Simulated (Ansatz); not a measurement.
Competing spin states in KCrF3

```yaml
crystal:
  lattice:
    - [-3.02615, 3.02615, 4.01098]
    - [3.02615, -3.02615, 4.01098]
    - [3.02615, 3.02615, -4.01098]
  atoms:
    - { symbol: K, position: [0.25000, 0.25000, 0.00000] }
    - { symbol: K, position: [0.75000, 0.75000, 0.00000] }
    - { symbol: Cr, position: [0.50000, 0.00000, 0.50000] }
    - { symbol: Cr, position: [0.00000, 0.50000, 0.50000] }
    - { symbol: F, position: [0.75000, 0.25000, 0.50000] }
    - { symbol: F, position: [0.25000, 0.75000, 0.50000] }
    - { symbol: F, position: [0.73200, 0.23200, 0.96400] }
    - { symbol: F, position: [0.23200, 0.26800, 0.50000] }
    - { symbol: F, position: [0.26800, 0.76800, 0.03600] }
    - { symbol: F, position: [0.76800, 0.73200, 0.50000] }
```

All energies were calculated with Ansatz 0.2.0 (r2SCAN; 500 eV; 6×6×6 Γ-centred mesh; fermi-dirac occupations of width 0.050 eV). The atoms are fixed and numbered as listed; spin is collinear, without spin-orbit coupling.

The cycle has several fixed points for this cell. Moments (μB):

```
state   Cr3    Cr4  other atoms together  size of the net moment a cell
    A  3.09  -3.09                  0.00                           0.00
    B  3.12   3.12                  0.19                           8.00
    C  0.00   0.00                  0.00                           0.00
```

Site moments are taken in small spheres that don't touch (radius about 0.4 of the atom's shortest bond), so those of the magnetic atoms read low, and they needn't add up to the net moment. State C was run without spin polarisation.

Q: Which state has the lowest energy at zero smearing, and how far up are the others?

A: State B (parallel moments) is lowest; A (antiparallel, compensated) lies 10.6 meV above it, C (without moments) lies 620 meV above it, all counted an atom of the cell.

Q: Which states have a gap on the mesh, and what pressure does each exert on this cell?

A: A: gap 1.37 eV, -0.8 GPa; B: gap 0.55 eV, -0.8 GPa; C: no gap, -6.8 GPa (positive in compression). Moments take up room: without them the pressure is lower, so that state wants a smaller cell.

Q: What do states B and A say about the exchange?

A: Between B and A the moments keep their size (3.12 against 3.09 μB in the mean), so the difference mostly measures the exchange between the flipped sites: the parallel order gains 53 meV for each Cr atom. The nearest flipped pair stands 4.01 Å apart. Flipped pairs are linked through F; the widest Cr–F–Cr angle among the nearer links is 180°, at 4.01 Å between the metal atoms. A nearly straight link favours antiparallel spins by superexchange as a rule of thumb, yet here the parallel order wins, so another mechanism must lead.

Q: What does magnetism gain here?

A: 620 meV an atom of the cell, or 3099 meV for each Cr atom, against state C, which has none. A run without spin would miss this and give wrong energies and forces. That state isn't the paramagnet, which keeps its moments, so this is no ordering energy.

The cell is that of a Crystallography Open Database entry, unchanged.

Caveats: only orders that fit this cell and collinear spins were tried, so the true order may need a larger cell or canted moments; atoms and cell are not relaxed, and each state would relax in its own way; semilocal functionals without U often misplace the states of 3d oxides, halides and chalcogenides; the k mesh is coarse, so differences of a few meV are uncertain where a state is a metal; one start a pattern, so a lower state of the same pattern may exist.
